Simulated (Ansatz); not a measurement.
Task: MoPd (L1₀ or tetragonal B2, P4/mmm) is relaxed with PBE (plane waves, PAW; program Ansatz). What lattice parameters of the conventional cell result?

Result: a = 2.715 Å, c = 4.139 Å.

The start of the workflow was typed in or built on a structure type; neither database checked (COD, Materials Project) lists it. Whether it is the stable phase at ambient conditions was not checked. The cell was relaxed with PBE under the symmetry of its start; whether a distortion lowers the energy is not shown. No spin polarisation was allowed. Axis ratios of metals converge slowly with the k-mesh, so a and c are less sure than the volume.

Potentials: the later of the program's two PAW sets.
